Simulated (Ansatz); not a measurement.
MoRu (L1₀ or tetragonal B2, P4/mmm) at seven volumes, plane-wave PAW r²SCAN (Ansatz code), shape and atoms relaxed at each. One row is withheld.

| V (Å³/atom) | P (GPa) |
|---|---|
| 13.270 | 34.44 |
| 13.707 | 21.06 |
| 14.145 | ? |
| 14.582 | 0.00 |
| 15.020 | -8.21 |
| 15.457 | -15.18 |
| 15.894 | -21.08 |

### Question
Fit the shown pressures and predict the withheld one.

### Answer
P = (3/2)B₀(x^(7/2) − x^(5/2))[1 + (3/4)(B′ − 4)(x − 1)] with x = (V₀/V)^(2/3). Least squares on the six rows gives V₀ = 14.582 Å³/atom, B₀ = 296 GPa, B′ = 4.43. At V = 14.145, x = 1.0205 and P = 9.63 GPa. The run itself gave 9.67 GPa.

The start of the workflow was typed in or built on a structure type; neither database checked (COD, Materials Project) lists it. Whether it is the stable phase at ambient conditions was not checked. The cell was relaxed with r²SCAN under the symmetry of its start; its stability against distortions is not shown here. The run is not spin-polarised.

Potentials: the earlier of the program's two PAW sets.
